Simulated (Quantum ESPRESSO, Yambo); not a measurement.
LiNbO₂: DFT and GW levels

```
CELL_PARAMETERS angstrom
      2.92178     0.00000     0.00000
     -1.46089     2.53034     0.00000
      0.00000     0.00000    10.45103
ATOMIC_POSITIONS crystal
  Li 0.00000 0.00000 0.00000
  Li 0.00000 0.00000 0.50000
  O  0.33333 0.66667 0.12183
  O  0.66667 0.33333 0.87817
  O  0.66667 0.33333 0.62183
  O  0.33333 0.66667 0.37817
  Nb 0.33333 0.66667 0.75000
  Nb 0.66667 0.33333 0.25000
```

The geometry is that of Materials Project entry mp-3924, symmetrised and not relaxed again.

Starting point: PBEsol (Quantum ESPRESSO, PseudoDojo norm-conserving, 84 Ry, no spin-orbit coupling). G0W0 in Yambo: 6×6×1 Γ-centred k mesh, bands 5 to 156 and a 8 Ry block in the screening, 156 bands in G with the Bruneval-Gonze terminator, plasmon pole fitted at 27.2 eV.

- PBEsol gap along the band path: 1.59 eV
- PBEsol gap between the mesh's edge points (Γ → Γ): 1.59 eV
- G0W0 gap between the same points: 2.30 eV

| k point | band | E PBEsol (eV) | E QP (eV) | shift (eV) | Z |
|---|---|---|---|---|---|
| Γ | VB | 0.00 | 0.00 | 0.00 | 0.79 |
| Γ | CB | 1.59 | 2.31 | 0.71 | 0.79 |
| M | VB | -0.95 | -1.07 | -0.12 | 0.79 |
| M | CB | 2.56 | 3.26 | 0.70 | 0.80 |
| K | VB | -0.52 | -0.58 | -0.05 | 0.80 |
| K | CB | 2.14 | 2.80 | 0.66 | 0.79 |

Energies count from the PBEsol valence-band maximum.

Nearest settings tried, and what they do to the gap: 104 bands in G: +1 meV; 104 bands in W, 104 bands in G: +8 meV; 7 Ry block (179 vectors against 217): -10 meV; 3×3×1 mesh: +121 meV. So the settings aren't converged at that level.

Spin-orbit splittings are left out.
